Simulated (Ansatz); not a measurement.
The relaxed structure here is a generated cell of CoSn: the first start was made by a random draw of sites in a space group, and the end was not matched to a known phase here, so it may be hypothetical. Known forms of CoSn include space group No. 191.

One stationary structure of CoSn. Method: PBEsol (plane waves to 420 eV, PAW, scalar-relativistic; Ansatz, a first-principles code).

```cif
data_CoSn
_chemical_formula_sum 'Co1 Sn1'
_space_group_name_H-M_alt 'P 1'
_space_group_IT_number 1
_cell_length_a 3.60979
_cell_length_b 3.60979
_cell_length_c 3.60979
_cell_angle_alpha 60.000
_cell_angle_beta 60.000
_cell_angle_gamma 60.000
loop_
_space_group_symop_operation_xyz
  'x, y, z'
loop_
_atom_site_label
_atom_site_type_symbol
_atom_site_fract_x
_atom_site_fract_y
_atom_site_fract_z
_atom_site_occupancy
Co1 Co 0.50000 0.50000 0.50000 1
Sn1 Sn 0.00000 0.00000 0.00000 1
```

Q: Find the space group and the Wyckoff positions (tolerance 0.01 Å).

A: Space group Fm-3m (No. 225); a = b = c = 5.105 Å, α = β = γ = 90.00°

| atom | site | symmetry | x | y | z |
|---|---|---|---|---|---|
| Co | 4b | m-3m | 0.5000 | 0.5000 | 0.5000 |
| Sn | 4a | m-3m | 0.0000 | 0.0000 | 0.0000 |

This is the rock salt type.

Q: Give the shortest distances between elements (the closest pairs, up to four, under 3.6 Å).

A: Co–Sn 2.55 Å.

The volume per atom is 16.63 Å³. The band gap is zero (metallic) and the magnetic moment comes out as zero (the starting moments vanished).

No spin polarisation in the result: the starting moments vanished. A magnetic state may lie lower.

The run could not lose the symmetry of its start: the end is stationary, and may be a saddle point rather than a minimum.

All atoms sit on sites fixed by symmetry, so only the cell could relax.
